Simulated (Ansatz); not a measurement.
# Notes on CaMnO3

```
Mn O Ca
1.0
     3.87063    0.00000    0.00000
     0.00000    3.87063    0.00000
     0.00000    0.00000    3.87063
Mn O Ca
1 3 1
Cartesian
  0.0000 0.0000 0.0000
  1.9353 0.0000 0.0000
  0.0000 1.9353 0.0000
  0.0000 0.0000 1.9353
  1.9353 1.9353 1.9353
```

Single point in Ansatz 0.2.0 with r2SCAN, collinear spin. Cutoff 500 eV, PAW datasets, 6×6×6 Γ-centred k mesh, fermi-dirac filling (width 0.0515 eV).

Magnetic state (reached from a saved solution, and it need not be the lowest): Mn1 up.

Stress: The pressure is -16.5 GPa (compression positive), so with the atoms held at these fractions the cell would first shrink.
Moments: Mn1 +2.85 μB of spin moment in Bader basins; net size 3.16 μB a cell.
Formation energy: -2.50 eV an atom against the elements' usual phases (free molecules for gases, crystals otherwise, with no correction for O₂ or N₂), so it is bound against them; other compounds may still compete. Relaxing would lower it.
Forces: The forces vanish by the symmetry of the sites.
Charges: Bader charges in e: Ca +1.66, Mn +1.98, O -1.21. In the mean Mn gives up most and O takes most.
Electronic structure: It is a metal, with about 0.79 states/eV a cell as the mean within 0.25 eV of the Fermi level, mostly O p (80 %) and Mn d (16 %).
Contacts: Mn–O at 1.94 Å: least valence density 0.69 e/Å³ and ELF 0.22 there. Ca–O at 2.74 Å: least valence density 0.11 e/Å³ and ELF 0.03 there. These are pseudo-fields; inside the PAW spheres they differ from the all-electron ones.

Origin: a known structure type with other elements, at an estimated volume, so it need not be a known compound. Caveats: semilocal functionals often miss the gap of such magnets; atoms or cell far from equilibrium.
